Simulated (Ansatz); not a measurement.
VAg₃O₄ in space group C2/c (No. 15; Pearson symbol mS32) at seven volumes, PBEsol (plane waves, PAW; program Ansatz), shape and atoms relaxed at each. One row is withheld.

```csv
V (Å³/atom),P (GPa)
12.751,?
13.172,4.64
13.592,2.04
14.012,0.00
14.433,-1.49
14.853,-2.56
15.274,-3.22
```

### Question
Fit the shown pressures and predict the withheld one.

### Answer
P = (3/2)B₀(x^(7/2) − x^(5/2))[1 + (3/4)(B′ − 4)(x − 1)] with x = (V₀/V)^(2/3). Least squares on the six rows gives V₀ = 14.012 Å³/atom, B₀ = 57.2 GPa, B′ = 9.21. At V = 12.751, x = 1.0649 and P = 8.17 GPa. The run itself gave 7.87 GPa.

The first step of the workflow began from a Materials Project structure, measured or hypothetical; the Crystallography Open Database files this formula in space group No. 15, but the cells were not matched. Its standing as an ambient phase is unchecked. The PBEsol relaxation kept the symmetry of its start; whether a distortion lowers the energy is not shown. No spin polarisation was allowed. No Hubbard U is applied.

Potentials: the later of the program's two PAW sets.
